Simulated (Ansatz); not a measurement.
AlCu (CsCl type, Pm-3m) under volume change, DFT-PBEsol in the program Ansatz with PAW potentials, scaled uniformly.

| V (Å³/atom) | E − E(relaxed) (meV/atom) | P (GPa) |
|---|---|---|
| 11.752 | [?] | [?] |
| 12.140 | 20.8 | 9.13 |
| 12.527 | 4.9 | 4.18 |
| 12.915 | 0.0 | 0.00 |
| 13.302 | [?] | [?] |
| 13.689 | 16.6 | -6.51 |
| 14.077 | 35.5 | -9.03 |

Problem. Complete the blanks.

Solution. 
- 13.302, E − E(relaxed) (meV/atom): 4.4
- 13.302, P (GPa): -3.53
- 11.752, E − E(relaxed) (meV/atom): 49.8
- 11.752, P (GPa): 15.02

Problem. What does a third-order Birch–Murnaghan fit give for V₀, B₀ and B′?

Solution. V₀ = 12.91 Å³/atom, B₀ = 128 GPa, B′ = 4.6.

The first step of the workflow began from a Materials Project structure, measured or hypothetical; the Crystallography Open Database copy checked does not list it. COD files the formula under space group No. 12. Its standing as an ambient phase is unchecked. The cell was relaxed with PBEsol under the symmetry of its start. At this level the phase is mechanically unstable. No spin polarisation was allowed.

Potentials: the later of the program's two PAW sets.
